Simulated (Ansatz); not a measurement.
The relaxed structure here is a generated cell of ZnSiP2: the first start was made by placing the elements on the sites of a structure type, and the end was not matched to a known phase here, so it may be hypothetical.

The end point of a relaxation of ZnSiP2. Space group Pna2₁ (No. 33). The numbers are results of r2SCAN (plane waves to 500 eV, PAW, scalar-relativistic; Ansatz, an electronic-structure program), not measurements.

```xyz
16
Lattice="6.4581 0.0000 0.0000 0.0000 7.5671 0.0000 0.0000 0.0000 6.2029" Properties=species:S:1:pos:R:3 pbc="T T T"
Zn     0.5661     4.7201     0.0271
Zn     5.8920     2.8470     3.1285
Zn     3.7951     6.6305     0.0271
Zn     2.6630     0.9366     3.1285
Si     0.4859     0.9551     0.0134
Si     5.9722     6.6120     3.1149
Si     3.7150     2.8284     0.0134
Si     2.7431     4.7386     3.1149
P      0.4612     0.8970     2.2823
P      5.9969     6.6700     5.3837
P      3.6903     2.8865     2.2823
P      2.7678     4.6806     5.3837
P      0.6073     4.7800     2.3914
P      5.8508     2.7870     5.4928
P      3.8363     6.5706     2.3914
P      2.6218     0.9965     5.4928
```

Task: What is the computed band gap (r2SCAN)?

Result: 1.75 eV, direct at Γ (no spin-orbit coupling).

No spin polarisation in the result.

The run could not lose the symmetry of its start: the end is stationary, and may be a saddle point rather than a minimum.
